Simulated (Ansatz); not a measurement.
# Ansatz 0.2.0, relaxation: Cu₂B

The input file (Ansatz 0.2.0, plane waves):

```yaml
crystal:
  lattice:
    - [3.397175, 0.0, 0.0]
    - [0.0, 3.397175, 0.0]
    - [0.0, 0.0, 5.328936]
  atoms:
    - { symbol: B, position: [0.0, 0.5, 0.709] }
    - { symbol: B, position: [0.5, 0.0, 0.291] }
    - { symbol: Cu, position: [0.0, 0.0, 0.0] }
    - { symbol: Cu, position: [0.5, 0.5, 0.0] }
    - { symbol: Cu, position: [0.0, 0.5, 0.303] }
    - { symbol: Cu, position: [0.5, 0.0, 0.697] }
  symmetry: { tolerance: 0.0003 }
kpoints:
  mp_grid: { grid: [8, 8, 5], shift: [0, 0, 0] }
magnetization:
  spin_polarized: false
scf:
  occupations: { method: fermi_dirac, width: 0.0494 }
  lower_state_search: "off"
hamiltonian:
  pseudopotentials: { kind: paw }
  xc: pbe
basis:
  ecutwfc: 420
  fft_grid_basis: typed
relax:
  max_steps: 80
  cell: { p_target: 0.0 }
  f_tol: 0.03
output:
  forces: true
  stress: true
  eigenvalues: true
  bader: true
  populations: true
  elf: true
  write_potential: true
  volumetric_format: npy
  dos:
    e_range: [-12, 8]
    de: 0.05
    projected: { site_lists: { B: [B], Cu: [Cu] } }
checkpoint:
  read: saved_state
```

The command:

```bash
ansatz run input.yaml --threads 2 --pin off --max-ram 2560MiB --backend cpu --events-out ev --progress --plain --runs-dir out
```

Origin of the cell: a known structure type with other elements, at an estimated volume, so it need not be a known compound.

The saved state is a converged single point of the same cell.

Steps («new basis» is an SCF on plane waves selected anew at the same cell):

```json
{"step": "1", "ΔF (meV/atom)": "0.0", "max force component (eV/Å)": "3.358", "P (GPa)": "7.74", "volume (Å³)": "61.50", "SCF iterations": "8", "step was": "accepted"}
{"step": "2", "ΔF (meV/atom)": "-118.5", "max force component (eV/Å)": "2.198", "P (GPa)": "4.00", "volume (Å³)": "61.37", "SCF iterations": "8", "step was": "accepted"}
{"step": "3", "ΔF (meV/atom)": "-211.3", "max force component (eV/Å)": "0.516", "P (GPa)": "5.36", "volume (Å³)": "59.99", "SCF iterations": "8", "step was": "accepted"}
{"step": "4", "ΔF (meV/atom)": "-218.9", "max force component (eV/Å)": "0.087", "P (GPa)": "-1.74", "volume (Å³)": "62.35", "SCF iterations": "8", "step was": "accepted"}
{"step": "5", "ΔF (meV/atom)": "-220.3", "max force component (eV/Å)": "0.046", "P (GPa)": "0.24", "volume (Å³)": "61.71", "SCF iterations": "7", "step was": "accepted"}
{"step": "6", "ΔF (meV/atom)": "-220.5", "max force component (eV/Å)": "0.020", "P (GPa)": "0.08", "volume (Å³)": "61.81", "SCF iterations": "6", "step was": "accepted"}
{"step": "7", "ΔF (meV/atom)": "-220.5", "max force component (eV/Å)": "0.002", "P (GPa)": "-0.01", "volume (Å³)": "61.86", "SCF iterations": "6", "step was": "accepted"}
{"step": "8", "ΔF (meV/atom)": "-220.6", "max force component (eV/Å)": "0.002", "P (GPa)": "0.00", "volume (Å³)": "61.86", "SCF iterations": "7", "step was": "new basis"}
```

The starting structure.

Space group P4/nmm (No. 129); the run's cell has a = 3.397 Å, b = 3.397 Å, c = 5.329 Å, α = 90.00°, β = 90.00°, γ = 90.00°. Shortest distances: B–Cu 2.16 Å, Cu–Cu 2.34 Å, B–B 3.28 Å.

After:

Space group P4/nmm (No. 129); the run's cell has a = 3.371 Å, b = 3.371 Å, c = 5.445 Å, α = 90.00°, β = 90.00°, γ = 90.00°. Shortest distances: B–Cu 2.04 Å, Cu–Cu 2.38 Å, B–B 3.37 Å.

```
CELL_PARAMETERS angstrom
3.37073 0.00000 0.00000
0.00000 3.37073 0.00000
0.00000 0.00000 5.44480
ATOMIC_POSITIONS crystal
B 0.00000 0.50000 0.74591
B 0.50000 0.00000 0.25409
Cu 0.00000 0.00000 0.00000
Cu 0.50000 0.50000 0.00000
Cu 0.00000 0.50000 0.37128
Cu 0.50000 0.00000 0.62872
```

```yaml
Free_energy_lowered_by: 220.6 meV/atom
Volume_change: 0.59 %
Final_pressure: 0.00 GPa
Relaxation_steps_listed: 8
Formation_energy_elements_under_the_same_functional_gases_as_molecules_uncorrected: 0.447 eV/atom
Gap_on_the_mesh: none (metal)
```

Caveats: no moments, though an odd count or open d shells may carry them; the relaxation held the start's symmetry, so the end may be a saddle point.

It ran for 110 s on 2 threads of Arm Neoverse N1, with other jobs on the host, peak memory 0.42 GiB, from a saved density.
